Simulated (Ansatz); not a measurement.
VSi:
```
CELL_PARAMETERS angstrom
      0.00000     2.96005     2.96005
      2.96005     0.00000     2.96005
      2.96005     2.96005     0.00000
ATOMIC_POSITIONS crystal
  V  0.00000 0.00000 0.00000
  Si 0.25000 0.25000 0.25000
  V  0.50000 0.50000 0.50000
  Si 0.75000 0.75000 0.75000
```
The run is spin-polarised; directions of the spins, atom by atom: ↑ 0 ↓ 0.

Relaxed with PBEsol. Special points in fractions of this cell's reciprocal vectors: Γ (0.000, 0.000, 0.000); X (0.500, 0.000, 0.500); U (0.625, 0.250, 0.625); K (0.375, 0.375, 0.750); L (0.500, 0.500, 0.500); W (0.500, 0.250, 0.750).

**Question.** List the band energies nearest the Fermi level at these points for PBEsol in the plane-wave PAW code Ansatz.

**Answer.** In eV from the Fermi level; about four levels below and three above (degenerate sets whole), none deeper than 8.9 eV; points with the same levels are listed once.

```tsv
k	below	above
Γ ↑	-4.89 -4.89 -4.89 -2.76 -2.29 -2.29	1.34 1.34 1.34
X ↑	-2.21 -1.22 -1.07 -1.07	0.33 0.33 1.50
U ↑	-1.85 -1.16 -1.02 -0.84	0.26 0.37 0.98
L ↑	-1.73 -1.08 -0.52 -0.52	0.44 0.44 3.18
W ↑	-2.43 -2.43 -1.16 -0.98 -0.94	0.09 0.77 0.77
```

Space group Pm-3m (CsCl type). A made-up cell: these elements were put on the sites of a structure type; neither database checked (COD, Materials Project) lists it. Whether it is the stable phase at ambient conditions was not checked. Symmetry was held in the PBEsol relaxation, as lowered by the spin order. At this level the phase is mechanically unstable. Spin order of the final state: antiferromagnetic, chosen from 3 collinear starts compared on coarse meshes (ties went to the first, and starts can fall back to one state), not a proven ground state. Point labels and valley counts follow the cell and symmetry of the run, lower than the named group.

Potentials: the earlier of the program's two PAW sets. The files were generated under PBE; for other functionals the program regenerates the frozen cores, and for LDA and PBEsol the local potential too.
